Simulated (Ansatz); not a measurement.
Relaxed TiTe2 (CdI2 type):

```
CELL_PARAMETERS angstrom
      7.39463     0.00000     0.00000
     -1.84866     3.20197     0.00000
      0.00000     0.00000     6.38398
ATOMIC_POSITIONS crystal
  Ti 0.00000 0.00000 0.00000
  Ti 0.50000 0.00000 0.00000
  Te 0.16667 0.66667 0.27110
  Te 0.66667 0.66667 0.27110
  Te 0.33333 0.33333 0.72890
  Te 0.83333 0.33333 0.72890
```

In each cell atom 3 (Te, nearest neighbour Ti at 2.748 Å; its periodic images, 3.7 Å or more away, move with it) moves by s·(1.000, 0.000, 0.000) (along Cartesian x), the rest being held.

All values below come from PBE-D3(BJ) (plane waves to 420 eV, PAW, scalar-relativistic; Ansatz, an electronic-structure program). k mesh 6×12×6 (Γ-centred), Fermi-Dirac smearing 0.05 eV. Stress and pressure are positive under compression. With partly filled bands, energies and forces of such displacements shift with the k mesh and the smearing. F∥ is the force on the atom along that direction. F⊥ is the part of the force across the line. Spin-orbit coupling is left out, though Te is heavy. TiTe2 is run without spin polarisation. TiTe2 was relaxed with its symmetry unable to fall. 

```
s (Å)   F∥ (eV/Å)  P (GPa)  |F⊥| (eV/Å)
------  ---------  -------  -----------
-0.270      1.589      0.6            ?
-0.216      1.263      0.4        0.225
-0.162      0.942      0.2        0.137
-0.108      0.626      0.1        0.080
-0.054      0.312      0.0        0.041
0.000       0.000      0.0        0.003
0.054      -0.314      0.0            ?
0.108      -0.631      0.1        0.147
0.162      -0.953      0.2        0.266
0.216      -1.282      0.4        0.416
0.270      -1.619      0.6            ?
```

Question: Fill in the missing entries.

Answer: 
- -0.270, |F⊥| (eV/Å): 0.349
- 0.054, |F⊥| (eV/Å): 0.060
- 0.270, |F⊥| (eV/Å): 0.601

(For displaced atoms, the force is minus the slope of the energy, and its curvature is a force constant, which sets phonon frequencies.)
